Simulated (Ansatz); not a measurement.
Suppose In3GeO2 takes space group P4/mmm (No. 123), with In on 1a and 2g; Ge on 1c; O on 2f.

These are results of Ansatz 0.2.0, DFT PBE, scalar-relativistic, plane waves, PAW, not measurements. Cutoff 420 eV, Γ-centred mesh, Gaussian smearing, no spin polarisation.

Formation energies are uncorrected and refer to the elements' standard structures at the same level (O₂ as a molecule).

Question: Give the relaxed lattice parameters and positions.

Answer:

Space group P4/mmm (No. 123). a = 4.459 Å, b = 4.459 Å, c = 8.969 Å, α = 90.00°, β = 90.00°, γ = 90.00°
| atom | site | symmetry | x | y | z |
| --- | --- | --- | --- | --- | --- |
| In | 1a | 4/mmm | 0.0000 | 0.0000 | 0.0000 |
| In | 2g | 4mm | 0.0000 | 0.0000 | 0.3366 |
| Ge | 1c | 4/mmm | 0.5000 | 0.5000 | 0.0000 |
| O | 2f | mmm. | 0.0000 | 0.5000 | 0.0000 |

In on a site of symmetry 4/mmm has 4 O at 2.23 Å and 2 In at 3.02 Å; In on a site of symmetry 4mm has 2 In at 2.93–3.02 Å; Ge is surrounded by 4 O at 2.23 Å; around O lie 2 Ge at 2.23 Å and 2 In at 2.23 Å. Another local minimum with the same sites may exist.

Question: Where does its energy lie, and is it a metal?

Answer: The energy over the elements is −0.14 eV/atom and the gap on the 8×8×4 mesh of the 6-atom cell is 0 eV (a metal).

The last run used Gaussian smearing of 0.10 eV. An odd number of electrons in the primitive cell allows no gap without spin; a larger cell or a magnetic state could open one. The cell is a metal run without spin; a magnetic state may lie lower. A structure relaxed within its symmetry needn't be a true minimum. Another cell of In3GeO2 relaxed alike, in Cmmm, lies 0.41 eV/atom lower, so this cell isn't the stable form at this level.
